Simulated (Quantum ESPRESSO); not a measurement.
## One change at a time to AgAl7

Calculated results; nothing here was measured. They come from Quantum ESPRESSO 7.5, a public plane-wave density functional program. Each row is one single-point run on a made-up periodic cell of eight metal atoms, with elements, volume, strain and displacements drawn at random and not relaxed, so a cell may be unstable or far from any real phase. There is no spin polarisation or spin-orbit coupling.

Settings: PBE unless stated; PseudoDojo standard norm-conserving files; Fermi-Dirac width 0.25 eV, which means electrons at about 2900 K; cutoff 1116 eV; 10 x 6 x 3 k mesh shifted half a step off Gamma. E is the free energy of the whole cell (internal energy minus TS), so a -TS column is already part of it. Stress is positive in tension, and the pressure P is minus a third of its trace.

Checks: one run of this series was repeated at a higher cutoff and on a denser mesh, which moved values by no more than 0.006 eV, 0.24 GPa and 0.015 eV/Å, and a second program with other atomic files agreed on it to 2 % rms in force and 0.5 GPa in pressure.

The lattice is hexagonal close-packed, and the cell vectors in Å are (-2.864, 0.002, 0.000); (-0.004, 5.064, -0.050); (1.435, -2.439, -9.252), a volume of 134.50 Å³ in run 1. The elements on sites 1 to 8 are Al Al Ag Al Al Al Al Al. Each later run makes one change to run 1 and keeps the rest. E is counted from run 1, and is n/a where other atomic files have another zero of energy.

| run | change | V (Å³) | P (GPa) | -TS (eV) | rms force (eV/Å) | largest change of a force component (eV/Å) | E (eV) |
|---|---|---|---|---|---|---|---|
| 1 | none | 134.50 | 0.54 | -0.660 | 0.190 | 0.000 | 0.000 |
| 2 | sites 1 and 3 exchanged | 134.50 | 0.46 | -0.654 | 0.192 | 0.148 | -0.014 |
| 3 | all lengths scaled by -0.73 % | 131.58 | 2.35 | -0.649 | 0.208 | 0.049 | ? |
| 4 | LDA in place of PBE | 134.50 | -3.54 | -0.665 | 0.158 | 0.189 | n/a |
| 5 | Ga on site 1 | 134.50 | 1.59 | -0.661 | 0.184 | 0.094 | n/a |
| 6 | site 8 moved by +0.24 Å along y | 134.50 | 1.09 | -0.661 | 0.329 | 1.026 | 0.114 |

## Worked estimate

Along a uniform scaling dE = -P dV. The mean of the two pressures is 1.445 GPa and the volume changes by -2.92 Å³, with 160.2 GPa to one eV/Å³. The same two rows give -V dP/dV = 82 GPa for this cell with clamped atoms, which is not the bulk modulus of a real alloy.

## Withheld value

Question: what E should run 3 give?

The estimate is 0.026 eV. The calculation gave 0.026 eV.
